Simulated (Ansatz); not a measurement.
Mg:
```cif
data_Mg2
_chemical_formula_sum 'Mg2'
_space_group_name_H-M_alt 'P 1'
_space_group_IT_number 1
_cell_length_a 3.19388
_cell_length_b 3.19388
_cell_length_c 5.10513
_cell_angle_alpha 90.000
_cell_angle_beta 90.000
_cell_angle_gamma 120.000
loop_
_space_group_symop_operation_xyz
  'x, y, z'
loop_
_atom_site_label
_atom_site_type_symbol
_atom_site_fract_x
_atom_site_fract_y
_atom_site_fract_z
_atom_site_occupancy
Mg1 Mg 0.33333 0.66667 0.75000 1
Mg2 Mg 0.66667 0.33333 0.25000 1
```

This is the r²SCAN-relaxed structure.

### Question
All from r²SCAN in the plane-wave PAW code Ansatz, unless another level is named. Predict the Debye temperature from the elastic constants.

### Answer
420 K.

### Question
Give the highest zone-centre frequency.

### Answer
269 cm^-1.

Space group P6_3/mmc (hcp (Mg type)). Symmetry was held in the r²SCAN relaxation; of distortions, only those at the zone centre were tested. As this level gives no gap, shear constants depend on the k-mesh and smearing (Fermi–Dirac, 0.1 eV here). As this level gives no gap, phonon frequencies hold no LO–TO term and depend on the k-mesh and smearing (Fermi–Dirac, 0.1 eV here). On the denser mesh and wider smearing of the elastic run this cell carries a stress of 0.6 GPa.

Potentials: the later of the program's two PAW sets.
